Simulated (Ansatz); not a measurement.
The relaxed structure here is a generated cell of Nb: the first start was made by placing the elements on the sites of a structure type, and the end was not matched to a known phase here, so it may be hypothetical. Known forms of Nb include space group No. 229.

One stationary structure of Nb. The numbers are results of PBE (plane waves to 420 eV, PAW, scalar-relativistic; Ansatz, a program for electronic structure), not measurements.

```cif
data_Nb
_chemical_formula_sum 'Nb1'
_space_group_name_H-M_alt 'P 1'
_space_group_IT_number 1
_cell_length_a 2.81564
_cell_length_b 2.81564
_cell_length_c 2.81564
_cell_angle_alpha 68.388
_cell_angle_beta 68.388
_cell_angle_gamma 68.388
loop_
_space_group_symop_operation_xyz
  'x, y, z'
loop_
_atom_site_label
_atom_site_type_symbol
_atom_site_fract_x
_atom_site_fract_y
_atom_site_fract_z
_atom_site_occupancy
Nb1 Nb 0.50000 0.50000 0.50000 1
```

**Question.** Determine the symmetry and give the standard cell with its independent sites.

**Answer.** Space group R-3m, hexagonal axes (No. 166); a = 3.165 Å, b = 3.165 Å, c = 6.427 Å, α = 90.00°, β = 90.00°, γ = 120.00°

| atom | site | symmetry | x | y | z |
|---|---|---|---|---|---|
| Nb | 3b | -3m | 0.0000 | 0.0000 | 0.5000 |

This is the AFLOW prototype A_hR1_166_a (A10, as in Hg).

**Question.** Give the shortest distances between elements (the closest pairs, up to four, under 3.6 Å).

**Answer.** Nb–Nb 2.82 Å.

| Property | Value |
|---|---|
| Volume per atom | 18.58 Å³ |
| Band gap | no gap (metallic) |

No spin polarisation in the result.

The run could not lose the symmetry of its start, so the end can be a saddle point.
